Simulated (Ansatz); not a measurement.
Y₂N in space group P4/nmm (No. 129; Y on 2a, Y on 2c, N on 2c) at seven volumes, r²SCAN+D4 (plane waves, PAW; program Ansatz), shape and atoms relaxed at each. One row is withheld.

```csv
V (Å³/atom),P (GPa)
22.226,5.56
22.959,3.50
23.691,1.65
24.424,0.00
25.157,-1.50
25.890,?
26.622,-4.04
```

### Question
Fit the shown pressures and predict the withheld one.

### Answer
Third-order Birch–Murnaghan: P = (3/2)B₀(x^(7/2) − x^(5/2))[1 + (3/4)(B′ − 4)(x − 1)] with x = (V₀/V)^(2/3). Least squares on the six rows gives V₀ = 24.421 Å³/atom, B₀ = 52.49 GPa, B′ = 2.58. At V = 25.890, x = 0.9618 and P = -2.84 GPa. The run itself gave -2.84 GPa.

A made-up cell: these elements were put on the sites of a structure type; neither database checked (COD, Materials Project) lists it. Its standing as an ambient phase is unchecked. The cell was relaxed with r²SCAN+D4 under the symmetry of its start; its stability against distortions is not shown here. The run is not spin-polarised.

Potentials: the later of the program's two PAW sets.
